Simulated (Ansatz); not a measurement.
GaIr$_{3}$N:
Space group Pm-3m (No. 221); a = 4.046 Å, b = 4.046 Å, c = 4.046 Å, α = 90.00°, β = 90.00°, γ = 90.00°

| atom | site | symmetry | x | y | z |
|---|---|---|---|---|---|
| Ga | 1a | m-3m | 0.0000 | 0.0000 | 0.0000 |
| Ir | 3c | 4/mm.m | 0.0000 | 0.5000 | 0.5000 |
| N | 1b | m-3m | 0.5000 | 0.5000 | 0.5000 |

Relaxed with PBEsol.

### Question
Decompose the optical modes at the zone centre into irreducible representations, and say which are infrared and Raman allowed.

### Answer
Point group m-3m: Γ_opt = 3T1u + T2u. Infrared: T1u. Raman: none.

### Question
Assign frequencies (DFPT, DFT-PBEsol in the program Ansatz with PAW potentials).

### Answer
T1u 200i, T2u 21, T1u 79, T1u 298 cm⁻¹.

The start of the workflow was typed in or built on a structure type; neither database checked (COD, Materials Project) lists it. Its standing as an ambient phase is unchecked. Symmetry was held in the PBEsol relaxation. At this level the phase is dynamically unstable (imaginary phonons). The workflow began spin-polarised and lost its moments. The volume moved by 17 % from the start of the relaxation. Its formation energy is positive at this level, so the cell may be metastable or incomplete. As this level gives no gap, phonon frequencies hold no LO–TO term and depend on the k-mesh and smearing (Fermi–Dirac, 0.1 eV here). Spin–orbit coupling is left out wherever it is not named.

Potentials: the later of the program's two PAW sets.
